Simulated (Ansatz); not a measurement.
# Elastic constants of LiS2: input and output

Method: DFT PBE, scalar-relativistic, plane waves, PAW (Ansatz).

It can be run as:
```bash
ansatz run input.yaml --threads 1 --pin off --backend cpu --events-out ev --progress --plain --runs-dir out  # memory cap (--max-ram) not shown
```

Input (bare energies are in eV):
```yaml
crystal:
  lattice:
    - [0.0, 2.9075720352, 2.9075720352]
    - [2.9075720352, 0.0, 2.9075720352]
    - [2.9075720352, 2.9075720352, 0.0]
  atoms:
    - { symbol: Li, position: [0.0, 0.0, 0.0] }
    - { symbol: S, position: [0.25, 0.25, 0.25] }
    - { symbol: S, position: [0.75, 0.75, 0.75] }
basis:
  ecutwfc: 420
kpoints:
  mp_grid: { grid: [12, 12, 12] }
hamiltonian:
  xc: pbe
scf:
  occupations: { method: fermi_dirac, width: 0.15 }
output:
  forces: true
  stress: true
  eigenvalues: true
elastic:
  mode: clamped_ion
  amplitude: 0.005
```

From the output:
```
--- Elastic constants: 2 strain directions × 4 members + reference (group order 48) ---
  dense FFT box of the reference and of every strained cell: 30×30×30
  strains applied: 11, 23; error gains: componentwise 1.00 (the most a stress slope's error grows in a printed constant), spectral 1.73 (1 for all six strains in a standard setting)
  C = ∂σ_k/∂η_j (tension-positive GPa; Voigt order 11 22 33 23 13 12):
       -46.539    104.022    104.022      0.000     -0.000     -0.000
       104.022    -46.539    104.022     -0.000     -0.000     -0.000
       104.022    104.022    -46.539     -0.000     -0.000      0.000
        -0.000      0.000     -0.000     18.925      0.000      0.000
         0.000     -0.000      0.000     -0.000     18.925      0.000
         0.000     -0.000      0.000     -0.000     -0.000     18.925
  reference stress σ⁰ (GPa):     -0.000     -0.000     -0.000      0.000     -0.000      0.000
  C* (energy form; C + prestress term) asymmetry max|C*_kj − C*_jk| = 5.684e-14 GPa — a small one proves nothing (zero by symmetry where the batch's group is 432, −43m or m−3m); a large one is finite-difference/SCF noise where every solve ...
  moduli (Voigt/Reuss/Hill, GPa): K = 53.84/53.84/53.84   G = -18.76/37.89/9.57   E = 27.10   ν = 0.416
  mechanically stable: NO (min eigenvalue of sym C = -150.56 GPa)
  strain η (Voigt 11):  stress-route row diagonal C_11 = -46.54 GPa, energy-path curvature d²(F+E_count+ΔE)/dδ²/Ω₀ = -46.53 GPa
    cells at ±δ against ±2δ: C11 -46.46 and -46.22 GPa, apart by 0.23 % of the column's largest entry
         δ    σ_11 (GPa) F (eV) n_scf n_hpsi n_pw
    -1.000e-2       0.4432       -2009.1217014       9   46235    967
    -5.000e-3       0.2272       -2009.1211856       4   33603    982
     5.000e-3      -0.2374       -2009.1211916       4   33088    982
     1.000e-2      -0.4811       -2009.1217418       8   41936    986
  strain η (Voigt 23):  stress-route row diagonal C_44 = 18.93 GPa, energy-path curvature d²(F+E_count+ΔE)/dδ²/Ω₀ = 18.93 GPa
    cells at ±δ against ±2δ: C44 18.93 and 18.95 GPa, apart by 0.09 % of the column's largest entry
         δ    σ_23 (GPa) F (eV) n_scf n_hpsi n_pw
    -1.000e-2      -0.1895       -2009.1207197       8   71547    978
    -5.000e-3      -0.0947       -2009.1209377       3   52646    982
     5.000e-3       0.0947       -2009.1209377       3   51913    982
     1.000e-2       0.1895       -2009.1207197       7   66455    978
```

The cell was built by swapping an element in a database structure (itself possibly hypothetical) and relaxing; it need not be the stable form of this composition. In a metal, frequencies and elastic constants depend on the k mesh and the smearing, soft modes and shear constants most. Spin polarisation was left out, and a magnetic state may lie lower.

As the tensor has a negative eigenvalue, the Reuss and Hill moduli of a polycrystal, and E and ν formed from them, have no physical meaning here.

Clamped-ion constants are upper bounds: once the atoms relax, a strain can turn out softer or unstable.